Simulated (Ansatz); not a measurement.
AlV$_{2}$C in space group P6_3/mmc (No. 194; Al on 2c, V on 4f, C on 2a) at seven volumes, PBEsol in the plane-wave PAW code Ansatz, shape and atoms relaxed at each. One row is withheld.

```csv
V (Å³/atom),P (GPa)
10.630,?
10.980,13.17
11.331,6.06
11.681,0.01
12.031,-5.12
12.382,-9.49
12.732,-13.18
```

Question: Fit the shown pressures and predict the withheld one.

Answer: P = (3/2)B₀(x^(7/2) − x^(5/2))[1 + (3/4)(B′ − 4)(x − 1)] with x = (V₀/V)^(2/3). Least squares on the six rows gives V₀ = 11.682 Å³/atom, B₀ = 185 GPa, B′ = 4.44. At V = 10.630, x = 1.0649 and P = 21.54 GPa. The run itself gave 21.46 GPa.

The cell was relaxed with PBEsol under the symmetry of its start; of distortions, only those at the zone centre were tested. No spin polarisation was allowed.

Potentials: the later of the program's two PAW sets.
